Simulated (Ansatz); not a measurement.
## A series in space group P6_3/mmc

All 4 crystals share space group P6_3/mmc (No. 194) and the same kinds of sites, 2 atoms in the primitive cell. They are database entries and needn't be the stable phases. The set is a selection: crystals with an unstable lattice, a very soft shear in a metal or doubtful stress slopes were left out. Cells are relaxed by PAW under the functional.

Quantity: elastic moduli (Hill averages, relaxed ions; θ_D from sound speeds over directions). Level: PBEsol, all-electron LAPW in Ansatz 0.2.0, scalar-relativistic.

```csv
crystal,cell (conventional),k mesh,smearing (eV),B (GPa),G (GPa),C11 (GPa),C33 (GPa),C44 (GPa),ν,θ_D (K)
Ag,"a = 2.866, c = 4.694 Å",18×18×10,0.08,118,30.3,165,190,23.6,0.381,219
Be,"a = 2.254, c = 3.561 Å",22×22×12,0.05,?,?,?,?,?,?,?
Ca,"a = 3.858, c = 6.335 Å",14×14×8,0.10,17.9,8.8,30.1,41.9,7.3,0.290,221
Cd,"a = 2.957, c = 5.549 Å",18×18×8,0.10,55.2,18.3,108,49.8,14.9,0.351,169
```

Question: What did the calculation give for Be?

Answer: B = 124 GPa, G = 164 GPa, C11 = 328 GPa, C33 = 387 GPa, C44 = 165 GPa, ν = 0.041, θ_D = 1508 K.

Keep in mind: responses of metals move with mesh and smearing; elastic stability says nothing of phonons or of other phases.
